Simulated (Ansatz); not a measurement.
Mg2Mn3VS8, one structure, two calculations

Cell: a Materials Project structure (computed, not necessarily an observed phase), taken as it stands.

Space group R-3m:H (No. 166); a = 7.2621, c = 17.8124 Å, γ = 120.00°.

```csv
site,Wyckoff,site symmetry,x,y,z
Mg,6c,3m,0.0000,0.0000,0.8749
Mn,9e,.2/m,0.1667,0.3333,0.3333
V,3b,-3m,0.0000,0.0000,0.5000
S7,6c,3m,0.0000,0.0000,0.7379
S8,18h,.m,0.8499,0.6998,0.4133
```

One atom of each set is listed; the run and its k-mesh use a cell of 14 atoms with edges of 7.27, 7.27, 7.27 Å.

First run. Computed with Ansatz: DFT, PBE, plane waves and PAW, scalar-relativistic, collinear spin, 420 eV cutoff, Γ-centred 5×5×5 k-points, Fermi–Dirac smearing 0.02 eV. Start moments as typed (μB): 4 on each Mn, 2 on each V, none on the rest.

```tsv
site	V_zz (10²¹ V/m²)	η	m (μB)
Mg	0.11	0.00	0.02
Mn	-0.77	0.40	3.62
V	-0.83	0.00	1.75
S7	-1.26	0.00	-0.01
S8	-2.98	0.93	-0.02
```

Second run. The same atoms and settings, except that the mesh is 6×6×6 and the Fermi–Dirac smearing is 0.05 eV.

Task: What does the second run give?

Result: 

```tsv
site	V_zz	η	change of V_zz	m (μB)
Mg	0.12	0.00	+0.01	0.02
Mn	-0.76	0.28	+0.01	3.62
V	-0.88	0.00	-0.05	1.74
S7	-1.25	0.00	+0.01	-0.02
S8	-2.93	0.97	+0.05	-0.02
```

The largest change of V_zz is on S8, from -2.98 to -2.93. In per cent, |V_zz| changes by -2 on S (all sites that start above 2).

Semilocal functionals can leave a metal where correlation in the d or f shell opens a gap in the real compound, and that would change the values at and beside Mn and V. All moments are parallel here, as the start or the cell imposes; many such compounds order antiparallel, where fields and spin densities carried over to other atoms largely cancel. The magnetic order is the one that the run reached from its start moments, not necessarily the measured one.
For the first run: The program didn't check the stability of this electronic state in full, so a lower one may lie near.
